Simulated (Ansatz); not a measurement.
# ¹¹B NMR of the central transition in B6H10N

Cell: a computed structure from the Materials Project (it need not be an observed phase) whose atoms were relaxed with PBE, the cell held.

Space group Fm-3 (No. 202); a = 10.8470 Å.

```
site  Wyckoff  site symmetry       x       y       z
   B      48h            m..  0.5000  0.3672  0.4184
 H13      32f            .3.  0.8050  0.1950  0.6950
 H21      48h            m..  0.5000  0.2722  0.3612
   N       8c            23.  0.7500  0.2500  0.7500
```

One atom of each set is listed; the run and its k-mesh use a cell of 34 atoms with edges of 7.67, 7.67, 7.67 Å.

The numbers come from a DFT calculation in Ansatz (PBE, plane waves and PAW, scalar-relativistic, 420 eV cutoff, Γ-centred 6×6×6 k-points, Fermi–Dirac smearing 0.05 eV).

¹¹B has I = 3/2 and Q = 40.59 mb (Pyykkö 2018); at 7.05 T its Larmor frequency is ν₀ = 96.3 MHz. Only the quadrupole interaction is simulated: positions count from each site's isotropic chemical shift, and J coupling is left out, as are shift anisotropy and dipolar coupling, which fast spinning averages.

Simulated pattern of one B site (fast magic-angle spinning, Gaussian broadening 0.008 kHz):

offset (kHz), height and a bar:
```
  -0.4237          0 
  -0.4134          0 
  -0.4030          4 #
  -0.3927          6 ##
  -0.3824          6 ##
  -0.3721          6 ##
  -0.3617          6 ##
  -0.3514          6 ##
  -0.3411          6 ##
  -0.3308          6 ##
  -0.3204          7 ##
  -0.3101          7 ##
  -0.2998          7 ##
  -0.2895          7 ##
  -0.2791          7 ##
  -0.2688         21 ######
  -0.2585         50 ###############
  -0.2482         71 #####################
  -0.2378         80 ########################
  -0.2275         58 #################
  -0.2172         50 ###############
  -0.2069         46 ##############
  -0.1965         44 #############
  -0.1862         42 #############
  -0.1759         41 ############
  -0.1656         41 ############
  -0.1552         42 ############
  -0.1449         42 #############
  -0.1346         44 #############
  -0.1243         45 ##############
  -0.1139         48 ###############
  -0.1036         53 ################
  -0.0933         60 ##################
  -0.0830         75 ######################
  -0.0726        100 ##############################
  -0.0623         77 #######################
  -0.0520         60 ##################
  -0.0417         17 #####
  -0.0313          0 
  -0.0210          0
```

**Question.** Which |C_Q| and η does the pattern imply?

**Answer.** The pattern spans 0.361 kHz before broadening and its centre of gravity is at -0.162 kHz, which fixes P_Q; the places of the horns and steps fix η. That gives P_Q = 0.791 MHz, |C_Q| = 0.789 MHz and η = 0.12. The sign of C_Q can't be read from the pattern.

At B V_zz points along its shortest bond, to H (within 2°).

The relaxation (3 steps) took 72 s of wall time (72 s of CPU time) and 0.7 GiB at its peak, on 1 thread of Arm Neoverse V2 (aarch64; 8 cores open to the job, memory cap 2.5 GiB, no GPU), a shared host with a load of 0.7 a core.
